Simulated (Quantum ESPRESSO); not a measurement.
Ge (made-up cell, one site empty) (calculated)

Computed with Quantum ESPRESSO 7.5. Calculation on a made-up crystal cell, not a measurement: periodic Kohn-Sham density functional theory in plane waves with PseudoDojo standard norm-conserving scalar-relativistic pseudopotentials, each functional with its own files (v0.5 for PBE, v0.4.1 for LDA and PBEsol), no spin polarisation, no spin-orbit coupling, atoms not relaxed, stress positive in tension, energies less a fixed whole-eV offset for each atom's element; levels are Kohn-Sham levels at fractions of this cell's reciprocal vectors, counted from the reference band (half the neutral cell's valence electrons, rounded up) at Gamma; error bars cover cutoff and k-mesh only, not smearing or the files; added strain carries the atoms with the cell, and shear is the tensor component; each bar is the largest change over components, and at least 0.002 eV, 0.002 eV per angstrom or 0.02 GPa; energies are for the whole cell, and the offsets were chosen from early runs and are not element reference energies.

Common to all runs: lattice type zincblende/diamond; empty site 1; functional pbe; cutoff 1061 eV; fermi dirac smearing 0.1 eV; scf tolerance 1e-07 eV; electrons removed 0; added strain kind uniform; k mesh 6 x 6 x 6, shifted by half a step.

(1) Ge (made-up cell, one site empty)

Unstrained structure:
```
Ge
1.0
      5.9486    -0.0282     0.0319
     -0.0282     5.9202    -0.0441
      0.0319    -0.0441     5.8487
Ge
7
Direct
  0.01894 0.50459 0.51375
  0.48932 0.00752 0.50562
  0.48887 0.49685 0.00086
  0.24383 0.25996 0.25007
  0.25589 0.76207 0.71810
  0.72462 0.26346 0.75338
  0.77295 0.72812 0.23115
```

Here we set added strain -0.0122 and structure shown before the added strain of -0.0122.

Results for Ge (made-up cell, one site empty): free energy less offsets -0.9941 eV; smearing term minus ts -0.07936 eV; scf iterations 11; pressure -1.031 GPa; stress xx 1.523 GPa; stress yy 0.4835 GPa; stress zz 1.085 GPa; stress yz -1.371 GPa; stress xz 0.5376 GPa; stress xy -1.733 GPa; fermi level 0.1025 eV; reference band 49; error bar energy 0.002124 eV; error bar stress 0.02 GPa; error bar force 0.003052 eV/Å; error bar next band up 0.002 eV; error bar fermi level 0.004825 eV; error bars from tighter rerun of this cell.

Atoms:
```
atoms element  atom site  atom energy offset (eV)
           Ge          2                    -2430
           Ge          3                    -2430
           Ge          4                    -2430
           Ge          5                    -2430
           Ge          6                    -2430
           Ge          7                    -2430
           Ge          8                    -2430
```

Forces:
```
site  x (eV/Å)  y (eV/Å)  z (eV/Å)
   2    -1.423    -0.597   -0.5005
   3     1.173    0.3304     -1.56
   4   -0.3218    0.9223   -0.1079
   5  -0.06347   -0.7808   0.01344
   6   0.01192   -0.4781     2.036
   7    0.9349   -0.2646   -0.3728
   8   -0.3109    0.8679    0.4924
```

Levels:
```
level k point  next band up (eV)
        Gamma             0.7512
(1/2,1/2,1/2)            0.08865
   (0.15,0,0)             0.7187
   (0,0.15,0)             0.8263
   (0,0,0.15)             0.7352
```

(2) Ge (made-up cell, one site empty)

The structure is that of entry 1.

It was run with added strain 0.0038 and structure shown before the added strain of 0.0038.

It finds free energy less offsets -0.8814 eV; smearing term minus ts -0.08034 eV; scf iterations 11; pressure -2.622 GPa; stress xx 3.091 GPa; stress yy 2.136 GPa; stress zz 2.638 GPa; stress yz -1.16 GPa; stress xz 0.4505 GPa; stress xy -1.354 GPa; fermi level 0.1903 eV; reference band 49; error bar energy 0.002124 eV; error bar stress 0.02 GPa; error bar force 0.003052 eV/Å; error bar next band up 0.002 eV; error bar fermi level 0.004825 eV; error bars from tighter rerun of a related cell.

Atoms:
```
atoms element  atom site  atom energy offset (eV)
           Ge          2                    -2430
           Ge          3                    -2430
           Ge          4                    -2430
           Ge          5                    -2430
           Ge          6                    -2430
           Ge          7                    -2430
           Ge          8                    -2430
```

Forces:
```
site  x (eV/Å)  y (eV/Å)  z (eV/Å)
   2    -1.238   -0.5007   -0.5077
   3     1.009    0.2932     -1.36
   4   -0.2252    0.7854  -0.09834
   5   0.03918   -0.5829    0.1267
   6   0.09355   -0.5228     1.698
   7    0.6998   -0.1425    -0.391
   8   -0.3785    0.6703     0.532
```

Levels:
```
level k point  next band up (eV)
        Gamma             0.8332
(1/2,1/2,1/2)            0.06273
   (0.15,0,0)             0.7973
   (0,0.15,0)             0.8899
   (0,0,0.15)             0.8095
```

(3) Ge (made-up cell, one site empty)

The structure is that of entry 1.

Settings of this run: added strain 0.0096 and structure shown before the added strain of 0.0096.

It finds free energy less offsets -0.8169 eV; smearing term minus ts -0.08138 eV; scf iterations 11; pressure -3.107 GPa; stress xx 3.568 GPa; stress yy 2.641 GPa; stress zz 3.111 GPa; stress yz -1.092 GPa; stress xz 0.4213 GPa; stress xy -1.231 GPa; fermi level 0.2156 eV; reference band 49; error bar energy 0.002124 eV; error bar stress 0.02 GPa; error bar force 0.003052 eV/Å; error bar next band up 0.002 eV; error bar fermi level 0.004825 eV; error bars from tighter rerun of a related cell.

Atoms:
```
atoms element  atom site  atom energy offset (eV)
           Ge          2                    -2430
           Ge          3                    -2430
           Ge          4                    -2430
           Ge          5                    -2430
           Ge          6                    -2430
           Ge          7                    -2430
           Ge          8                    -2430
```

Forces:
```
site  x (eV/Å)  y (eV/Å)  z (eV/Å)
   2    -1.177   -0.4691   -0.5096
   3    0.9545    0.2803    -1.292
   4   -0.1932    0.7389  -0.09449
   5   0.07303    -0.517    0.1628
   6     0.121   -0.5356     1.585
   7    0.6217    -0.102   -0.3967
   8      -0.4    0.6045    0.5441
```

Levels:
```
level k point  next band up (eV)
        Gamma             0.8544
(1/2,1/2,1/2)            0.05089
   (0.15,0,0)             0.8182
   (0,0.15,0)             0.9045
   (0,0,0.15)              0.828
```

(4) Ge (made-up cell, one site empty)

The structure is that of entry 1.

Here we set added strain 0.0156 and structure shown before the added strain of 0.0156.

Atoms:
```
atoms element  atom site  atom energy offset (eV)
           Ge          2                    -2430
           Ge          3                    -2430
           Ge          4                    -2430
           Ge          5                    -2430
           Ge          6                    -2430
           Ge          7                    -2430
           Ge          8                    -2430
```

Q: What pressure does the calculation give for Ge (made-up cell, one site empty) (entry 4)?
A: -3.562 GPa

Q: What stress yz does the calculation give for Ge (made-up cell, one site empty) (entry 4)?
A: -1.024 GPa

Q: What fermi level does the calculation give for Ge (made-up cell, one site empty) (entry 4)?
A: 0.2384 eV

Q: What stress xy does the calculation give for Ge (made-up cell, one site empty) (entry 4)?
A: -1.112 GPa

Further results for Ge (made-up cell, one site empty) (entry 4):

* free energy less offsets: -0.7381 eV
* smearing term minus ts: -0.08294 eV
* scf iterations: 11
* stress xx: 4.015 GPa
* stress yy: 3.117 GPa
* stress zz: 3.555 GPa
* stress xz: 0.3938 GPa
* reference band: 49
* error bar energy: 0.002124 eV
* error bar stress: 0.02 GPa
* error bar force: 0.003052 eV/Å
* error bar next band up: 0.002 eV
* error bar fermi level: 0.004825 eV
* error bars from: tighter rerun of a related cell

Forces:
```
site  x (eV/Å)  y (eV/Å)  z (eV/Å)
   2    -1.116   -0.4369   -0.5104
   3    0.9001     0.268    -1.224
   4   -0.1608    0.6927  -0.09083
   5    0.1064   -0.4522    0.1983
   6    0.1466   -0.5489     1.473
   7    0.5444  -0.06161   -0.4015
   8   -0.4211    0.5391    0.5555
```

Levels:
```
level k point  next band up (eV)
        Gamma             0.8721
(1/2,1/2,1/2)            0.03727
   (0.15,0,0)             0.8358
   (0,0.15,0)             0.9157
   (0,0,0.15)             0.8431
```
